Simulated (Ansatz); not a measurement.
Level: PBE, no spin polarisation; 420 eV; 8×8×5 Γ-centred mesh; cold occupations (width 0.1521 eV); Ansatz 0.2.0, fixed geometry.

Computed maps in the lattice plane spanned by a (left to right, 4.92 Å, 15 points from zero) and b (bottom to top, 4.92 Å, 15 points from zero), 120° apart, at height 0.000 along c. The fields are smooth PAW ones with compensation charges, not the true ones near nuclei.

Valence density. Digits on a logarithmic scale: 0 up to 0.03 e/Å³, each further digit a factor of 1.6, 9 from 1.3 e/Å³ up:
```
998555555555899
986556666556899
755566566555788
555654456555565
456641466545555
556544565555555
556656655566665
556666555665665
555555556544565
455554566414665
556555565445655
788755566566555
999865566665568
999855555555589
999754555545799
```

ELF. Ten even steps from '0' (0.00) to '9' (0.62):
```
014246898642410
242479999742421
324786568742344
347843348743222
469639369644444
689533598667776
899646998898898
889889889964699
667776689533598
444444696393696
322234784334874
344324786568742
212424799997424
001424689864241
002334688643320
```

Question: The cell is InFe6Si6. Which atoms lie within 0.2 Å of this plane, and where (fractions of a and b)?

Answer: In at (0.00, 0.00), Si at (0.33, 0.67), Si at (0.67, 0.33). The whole cell:
```
In Si Fe
1.0
     4.92431    0.00000    0.00000
    -2.46216    4.26458    0.00000
     0.00000    0.00000    7.85431
In Si Fe
1 6 6
Direct
  0.00000 0.00000 0.00000
  0.33330 0.66670 0.50000
  0.66660 0.33330 0.50000
  0.33330 0.66670 0.00000
  0.66660 0.33330 0.00000
  0.00000 0.00000 0.34100
  0.00000 0.00000 0.65900
  0.50000 0.00000 0.24800
  0.50000 0.50000 0.24800
  0.00000 0.50000 0.24800
  0.00000 0.50000 0.75200
  0.50000 0.50000 0.75200
  0.50000 0.00000 0.75200
```

Origin: a known structure type with other elements, at an estimated volume, so it need not be a known compound. Caveats: no spin polarisation, so a magnetic state may lie lower; wide smearing.
